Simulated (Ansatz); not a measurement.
## One input, then a changed one: BIr

First run: DFT, PBEsol, PAW with Ansatz's default frozen-core files, scalar-relativistic (Ansatz 0.2.0).

Command: `ansatz run input.yaml --threads 1 --pin off --max-ram 2048MiB --backend cpu --events-out ev --progress --plain --runs-dir out` It took 5 s on 1 thread of Arm Neoverse V1, with other jobs on the host, peak memory 0.31 GiB.

```yaml
crystal:
  lattice:
    - [2.5645034593, 0.0, 0.0]
    - [-1.2822517296, 2.2209251439, 0.0]
    - [0.0, 0.0, 2.4722799902]
  atoms:
    - { symbol: B, position: [0.0, 0.0, 0.5] }
    - { symbol: Ir, position: [0.6666666667, 0.3333333333, 0.0] }
kpoints:
  mp_grid: { grid: [14, 14, 13] }
  band_path:
    path:
      - [0.0, 0.0, 0.0]
      - [0.5, 0.0, 0.0]
      - [0.3333333333, 0.3333333333, 0.0]
      - [0.0, 0.0, 0.0]
      - [0.0, 0.0, 0.5]
      - [0.5, 0.0, 0.5]
      - [0.3333333333, 0.3333333333, 0.5]
      - [0.0, 0.0, 0.5]
      - [0.5, 0.0, 0.5]
    npoints: 6
scf:
  occupations: { method: fermi_dirac, width: 0.05 }
hamiltonian:
  xc: pbesol
  pseudopotentials: { kind: paw }
output:
  forces: true
  stress: true
  eigenvalues: true
  populations: true
```

The base volume is that of a database entry, with shape and atoms relaxed on PAW files at held volume, so it needn't be at zero pressure; the structure needn't be the stable phase, at rest or compressed.

This run: volume at 0.65 of the series' base cell.

It converges in 6 SCF iterations at a pressure of 328.8 GPa, cutoff 420 eV.

The input is then changed:

```diff
   atoms:
-    - { symbol: B, position: [0.0, 0.0, 0.5] }
-    - { symbol: Ir, position: [0.6666666667, 0.3333333333, 0.0] }
+    - { symbol: B, position: [0.0, 0.0, 0.5], spin: 2.0 }
+    - { symbol: Ir, position: [0.6666666667, 0.3333333333, 0.0], spin: -2.0 }
 kpoints:
   pseudopotentials: { kind: paw }
+  dispersion: d3bj
 output:
   populations: true
+magnetization:
+  spin_polarized: true
```

Q: What does the second run give?

A: It converges in 10 SCF iterations at a pressure of 314.1 GPa, cell moment 0.00 μB, cutoff 420 eV. More than one line changes, and not each need have an effect. Results part of its log:
```
Warning: where an SCF of this run starts from atoms to list the orders of its open shells, B (site 0, from 0) starts with 1.00 μB on its 2p shell, in the place of the 2.00 μB that the deck gives it: its open shells can hold no more by Hund's first rule. To start from spheres of the given moment, type scf.initial_density.shell_occupations: []
SCF 1 converged in 10 iterations: F = -11948.296816 eV  dr2 = 3.31e-10
  greatest PAW one-centre occupation: 1.006 electrons in one spin orbital (limit 2), on the Ir atom at site 1 (counted from 0), in its partial waves of l = 1
WARN: the starting moments were not kept: the SCF closed with an absolute magnetisation of 2.7e-7 μB, where they sum to 4 μB in size (2 sites). That is at most 0.1 of that sum. Measured as dr2_m measures the in/out step, that magnetisation stands 2.1e-14 eV from none, at or under the dr2_threshold of 1.0e-7 eV: it is no larger than a step whose dr2_m would equal this threshold. The system may hold no moment; this SCF shows only that its start led to no more than that. To try another start: raise the starting moments (crystal.atoms[].spin, magnetization.per_species, magnetization.initial_magnetization, or on a non-collinear deck that types none of these the spinor_matrix: blocks that start its atoms; where the total moment is fixed, keep their sum and leave initial_magnetization as it is; typed ones take the place of any that the run laid by itself, positive ones on a crystal's lanthanoids without a Hubbard term where scf.initial_density.shell_occupations: [] is typed) or, if the notice of its spin-set hold's release reads "site moments contracting" or "site moments show no strong build", lengthen the hold (scf.mixing.spin_hold: { on: { confirm: 4 } }; for m-r²SCAN on two components see the key's manual first). Each may lead to a state that holds a moment. A second SCF, from the converged charge density, with the starting moments and any scf.initial_density.shell_occupations laid on it anew, would have followed, and was not run: the deck does not ask for one (magnetization.retry_lost_moments is false, the default). To let it run, set magnetization.retry_lost_moments: true and run the deck again, where that key's refused combinations let it; where memory then withholds it, that run's warning says so.
NSCF: frozen V_eff on 49 k-points
SCF converged after 10 iterations
Magnetization: 0.0000 μB (10.0000 up, 10.0000 down)
Absolute magnetization: 0.0000 μB (∫|ρ↑−ρ↓|, with the PAW one-centre terms)
[... lines left out ...]
  k-point 1 ↑: bands = ["-60.6105", "-17.6309", "-17.1587", "-17.1587", "15.8280", "22.7603", "25.4645", "25.4645", "31.7175", "31.7175", "34.3790", "41.3889", "41.3889", "42.3637", "50.9945", "50.9945"]
  k-point 2 ↑: bands = ["-60.5966", "-17.8397", "-17.1393", "-17.1393", "16.4171", "23.1088", "25.7015", "25.7015", "30.7140", "30.7140", "33.8633", "41.5502", "41.5502", "42.6716", "51.2119", "51.2119"]
  k-point 167 ↓: bands = ["-60.4109", "-18.5413", "-17.9893", "-17.7874", "20.2300", "21.1360", "23.9460", "28.0939", "30.9228", "34.0310", "40.3318", "42.6615", "43.0784", "43.9178", "45.1459", "50.1972"]
--- Löwdin populations: 2 sites ---
  site symbol       q [e]    m [muB]
     0      B      3.7513     0.0000
     1     Ir     16.1556    -0.0000
  spilling = 0.004654 (of n_electrons = 20.000000)
```
